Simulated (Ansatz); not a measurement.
**Diamond alloy of Si and Ge (52 of 64 Si sites exchanged), 64 atoms**

Level of theory: Ansatz, DFT, PBEsol, PAW, plane waves.

Command (of this form; memory limits and the device number are left out):

```sh
ansatz run in.yaml --threads 8 --pin off --runs-dir r --events-out ev --progress --plain --backend cuda
```

The input less its lattice and atoms:

```yaml
kpoints:
  mp_grid: { grid: [1, 1, 1], shift: [0.5, 0.5, 0.5] }
hamiltonian:
  xc: pbesol
scf:
  occupations: { method: fermi_dirac, width: 0.01 }
relax:
  f_tol: 0.03
  max_steps: 80
  escape_saddle: false
  adjacent_minimum: "off"
  cell: { fix: [shape] }
output:
  forces: true
  eigenvalues: true
  populations: true
```

Start:

```
Si Ge
1.0
    11.25892    0.00000    0.00000
     0.00000   11.25892    0.00000
     0.00000    0.00000   11.25892
Si Ge
12 52
Direct
  0.00134 0.00259 0.00387
  0.49968 0.49972 0.50018
  0.87375 0.37715 0.12536
  0.87592 0.37477 0.62405
  0.87572 0.87630 0.62792
  0.25190 0.49865 0.25032
  0.74880 0.00081 0.74935
  0.87255 0.62483 0.87739
  0.00190 0.25239 0.25280
  0.00453 0.75018 0.25047
  0.12721 0.87635 0.37225
  0.62601 0.37297 0.37465
  0.99399 0.00235 0.50146
  0.00011 0.50263 0.99854
  0.99900 0.50102 0.50431
  0.49787 0.99626 0.99794
  0.49925 0.00337 0.49831
  0.49881 0.50216 0.00155
  0.12677 0.12455 0.12430
  0.12568 0.12222 0.62192
  0.12309 0.62587 0.12404
  0.12100 0.62580 0.62683
  0.62325 0.12740 0.12473
  0.62298 0.12696 0.62491
  0.62638 0.62465 0.12737
  0.62654 0.62667 0.62535
  0.24774 0.24768 0.00002
  0.24814 0.24848 0.49839
  0.25078 0.74910 0.99933
  0.25056 0.75118 0.49542
  0.75068 0.24837 0.99949
  0.74974 0.25195 0.49948
  0.75115 0.74872 0.00061
  0.75177 0.75009 0.49718
  0.37412 0.37546 0.12410
  0.37657 0.37557 0.62642
  0.37438 0.87505 0.12508
  0.37788 0.87399 0.62709
  0.87588 0.87408 0.12556
  0.25092 0.99767 0.25003
  0.25174 0.99786 0.74927
  0.25149 0.49962 0.75201
  0.74803 0.99950 0.25123
  0.75231 0.49920 0.25039
  0.75077 0.49964 0.74770
  0.37395 0.12533 0.37773
  0.37783 0.12829 0.87428
  0.37341 0.62460 0.37470
  0.37491 0.62580 0.87351
  0.87543 0.12574 0.37499
  0.87862 0.12922 0.87837
  0.87658 0.62624 0.37998
  0.00103 0.25048 0.74952
  0.00423 0.74793 0.74853
  0.50274 0.25263 0.24842
  0.49950 0.24866 0.75136
  0.49823 0.75018 0.25012
  0.49822 0.75401 0.74628
  0.12509 0.37444 0.37588
  0.12122 0.37582 0.87096
  0.12620 0.87451 0.87278
  0.62238 0.37578 0.87664
  0.62439 0.87536 0.37282
  0.62402 0.87586 0.87572
```

Steps:

| step | energy less the first (eV) | largest force component (eV/Å) | pressure (GPa) |
| --- | --- | --- | --- |
| start | 0.000 | 1.340 | -0.02 |
| 1 | -0.914 | 0.217 | 0.11 |
| 2 | -0.946 | 0.013 | 0.01 |

A structure on the way, about -0.91 eV from the start:

```
Si Ge
1.0
    11.24418    0.00000    0.00000
     0.00000   11.24418    0.00000
     0.00000    0.00000   11.24418
Si Ge
12 52
Direct
  0.99873 0.00117 0.00004
  0.50149 0.49860 0.49742
  0.87625 0.37431 0.12834
  0.87411 0.37639 0.62511
  0.87414 0.87700 0.62514
  0.24791 0.50005 0.25063
  0.75461 0.99883 0.74937
  0.87610 0.62450 0.87431
  0.99847 0.25203 0.24798
  0.00226 0.75108 0.25136
  0.12208 0.87354 0.37354
  0.62520 0.37763 0.37683
  0.99863 0.99723 0.49876
  0.99523 0.50065 0.00239
  0.99783 0.49869 0.50158
  0.50173 0.00030 0.99981
  0.50199 0.00099 0.50133
  0.50050 0.50013 0.00038
  0.12056 0.12436 0.12552
  0.12351 0.12478 0.62322
  0.12293 0.62422 0.12889
  0.12104 0.62711 0.62583
  0.62639 0.12631 0.12673
  0.63031 0.12429 0.62712
  0.62844 0.62437 0.12531
  0.62549 0.62260 0.62132
  0.24741 0.25035 0.00152
  0.24885 0.25091 0.49793
  0.24735 0.75021 0.00150
  0.24650 0.74990 0.49667
  0.75380 0.25139 0.00279
  0.75063 0.25501 0.49960
  0.75444 0.74904 0.99745
  0.75316 0.75185 0.50069
  0.37279 0.37748 0.12808
  0.37688 0.37665 0.62221
  0.37482 0.87523 0.12575
  0.37458 0.87352 0.62406
  0.88014 0.87430 0.12482
  0.24630 0.99786 0.25182
  0.24866 0.99938 0.74947
  0.24968 0.50068 0.74910
  0.75325 0.00015 0.24946
  0.75216 0.49689 0.25156
  0.75306 0.50101 0.74985
  0.37555 0.12445 0.37489
  0.37435 0.12577 0.87458
  0.37369 0.62100 0.37494
  0.37438 0.62619 0.87523
  0.87737 0.12797 0.37438
  0.87502 0.12347 0.87524
  0.87763 0.62720 0.37414
  0.99749 0.25202 0.74871
  0.99578 0.75212 0.75029
  0.50262 0.25350 0.25271
  0.50107 0.24999 0.74993
  0.50073 0.74860 0.25066
  0.50115 0.75017 0.74758
  0.12270 0.37503 0.37115
  0.12224 0.37676 0.87511
  0.12155 0.87732 0.87684
  0.62755 0.37518 0.87547
  0.62697 0.87597 0.37445
  0.62844 0.87701 0.87268
```

End:

```xyz
64
Lattice="11.2491 0.0000 0.0000 0.0000 11.2491 0.0000 0.0000 0.0000 11.2491" Properties=species:S:1:pos:R:3 pbc="T T T"
Si   11.2429    0.0071    0.0038
Si    5.6480    5.6118    5.5962
Si    9.8552    4.2053    1.4288
Si    9.8401    4.2290    7.0266
Si    9.8264    9.8602    7.0496
Si    2.8009    5.6272    2.8188
Si    8.4723   11.2362    8.4194
Si    9.8437    7.0249    9.8414
Si   11.2336    2.8383    2.7826
Si    0.0284    8.4557    2.8317
Si    1.3782    9.8227    4.2063
Si    7.0275    4.2443    4.2437
Ge   11.2366   11.2130    5.6164
Ge   11.2085    5.6354    0.0247
Ge   11.2333    5.6074    5.6286
Ge    5.6393    0.0077   11.2443
Ge    5.6342    0.0072    5.6337
Ge    5.6224    5.6280    0.0059
Ge    1.3502    1.4095    1.4082
Ge    1.3963    1.4065    7.0154
Ge    1.3996    7.0347    1.4564
Ge    1.3817    7.0443    7.0325
Ge    7.0389    1.4276    1.4172
Ge    7.0763    1.3936    7.0482
Ge    7.0543    7.0222    1.4039
Ge    7.0310    7.0050    7.0020
Ge    2.7932    2.8178    0.0156
Ge    2.8068    2.8273    5.6055
Ge    2.7940    8.4394    0.0119
Ge    2.7849    8.4402    5.5903
Ge    8.4754    2.8213    0.0206
Ge    8.4395    2.8626    5.6294
Ge    8.4776    8.4252   11.2285
Ge    8.4593    8.4611    5.6455
Ge    4.1946    4.2444    1.4359
Ge    4.2512    4.2390    6.9986
Ge    4.2140    9.8461    1.4134
Ge    4.2039    9.8411    7.0191
Ge    9.9023    9.8370    1.4050
Ge    2.7680   11.2363    2.8310
Ge    2.7991    0.0036    8.4429
Ge    2.8184    5.6358    8.4256
Ge    8.4602    0.0051    2.8049
Ge    8.4502    5.5912    2.8262
Ge    8.4782    5.6278    8.4316
Ge    4.2162    1.4063    4.2196
Ge    4.2155    1.4185    9.8456
Ge    4.2159    6.9836    4.2167
Ge    4.2177    7.0424    9.8464
Ge    9.8640    1.4483    4.2017
Ge    9.8467    1.3676    9.8398
Ge    9.8684    7.0590    4.2069
Ge   11.2177    2.8221    8.4131
Ge   11.1968    8.4510    8.4500
Ge    5.6398    2.8497    2.8468
Ge    5.6453    2.8155    8.4348
Ge    5.6299    8.4225    2.8181
Ge    5.6320    8.4344    8.4201
Ge    1.3921    4.2216    4.1684
Ge    1.3853    4.2307    9.8409
Ge    1.3702    9.8643    9.8680
Ge    7.0560    4.2256    9.8517
Ge    7.0414    9.8487    4.2222
Ge    7.0707    9.8580    9.8109
```

The run converged.

Time: 7.3 s of wall time on one NVIDIA GB300 with 8 processor threads, on a host shared with other runs; peak host memory 2.1 GiB.

Question: How much energy did the relaxation gain, and which atom moved most?

Answer: 0.95 eV in 2 steps, from a start with small random displacements; atom 54 (Ge) moved 0.11 Å, the median atom 0.05 Å (drift of the whole cell removed).
